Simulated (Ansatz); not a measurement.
LiF (rock salt), relaxed and computed with several functionals in Ansatz (plane waves, PAW).

```json
[
 {"functional": "LDA", "a (Å)": "3.909", "gap (eV)": "9.69"},
 {"functional": "PBE", "a (Å)": "4.068", "gap (eV)": "8.83"},
 {"functional": "HSE06", "a (Å)": "…", "gap (eV)": "…"},
 {"functional": "r²SCAN", "a (Å)": "3.990", "gap (eV)": "10.33"}
]
```

Q: Fill in the missing entries.

A: 
- HSE06, a (Å): 4.011
- HSE06, gap (eV): 11.52

All cells were relaxed under the symmetry of their starts (and spin orders); stability against distortions was not tested throughout.

Potentials: the later of the program's two PAW sets.

Ansatz (a program for electronic structure) is a plane-wave DFT program.
